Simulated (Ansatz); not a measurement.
CeO2 in the fluorite structure

The computed numbers are results of r²SCAN, scalar-relativistic (no spin polarisation) in the plane-wave PAW code Ansatz at 500 eV, 8×8×8 k-mesh, Gaussian smearing of 0.05 eV; PAW files: Ansatz's generated set soft_2.

```
Ce O
1.0
     0.00000    2.71868    2.71868
     2.71868    0.00000    2.71868
     2.71868    2.71868    0.00000
Ce O
1 2
Direct
  0.00000 0.00000 0.00000
  0.25000 0.25000 0.25000
  0.75000 0.75000 0.75000
```

The start was a prototype's sites filled with these elements; the Crystallography Open Database holds the compound in this structure.

Cell and atoms are those of this level's equilibrium.

The cell has space group Fm-3m (read at 0.01 Å). In it the stress is 0.00, 0.00, 0.00, 0.00, 0.00, 0.00 GPa and the largest force component 0.000 eV/Å. Each change below starts from this cell, without further relaxation. Stress is in GPa, positive in compression, in the order xx, yy, zz, yz, xz, xy; energies are counted from the cell above.

Q: What happens when atom 3 (O) is moved by 0.05 Å along z?

A: The energy changes by 9.1 meV per cell, and the force on it along the shift is -0.366 eV/Å (−F/u = 7.31 eV/Å²). Stress: 0.07, 0.07, 0.20, 0.00, 0.00, 0.26. The gap on the mesh goes from 2.20 eV to 2.18 eV.
```
atom  Fx (eV/Å)     Fy      Fz
 Ce1      0.000  0.000   0.171
  O2      0.000  0.000   0.194
  O3      0.000  0.000  -0.366
```
In a harmonic crystal the energy would rise by −½F·u = ½ × 7.31 × 0.05² eV = 9.1 meV, which matches.

Q: What stress follows from an engineering strain of 3 % in xy, atoms carried along?

A: 0.23, 0.23, 0.10, 0.00, 0.00, -1.70 GPa; the energy changes by 6.4 meV per cell.
```
atom  Fx (eV/Å)     Fy      Fz
 Ce1      0.000  0.000   0.000
  O2      0.000  0.000  -0.039
  O3      0.000  0.000   0.039
```
The change of the stress over the strain gives a clamped-atom stiffness of about 57 GPa for this component.
In a harmonic crystal the energy would rise by V(½Cε² − σ₀ε), with σ₀ the stress of the unstrained cell, = 6.4 meV, which matches.

Q: All atoms and the cell are disturbed at random:
```
CELL_PARAMETERS angstrom
-0.01230 2.72788 2.70119
2.76622 0.01115 2.67773
2.76088 2.69909 0.01649
ATOMIC_POSITIONS crystal
Ce 0.01066 0.99602 0.99885
O 0.24858 0.25403 0.25426
O 0.74076 0.74995 0.74689
```
Give the energy change, the stress and the forces.

A: 39.5 meV per cell; stress -4.52, 1.36, 3.84, -1.05, -0.11, 0.12 GPa. The gap on the mesh goes from 2.20 eV to 2.16 eV.
```tsv
atom	Fx (eV/Å)	Fy	Fz
Ce1	0.161	-0.257	-0.175
O2	-0.237	-0.108	-0.104
O3	0.076	0.364	0.279
```

These numbers lack spin–orbit coupling.
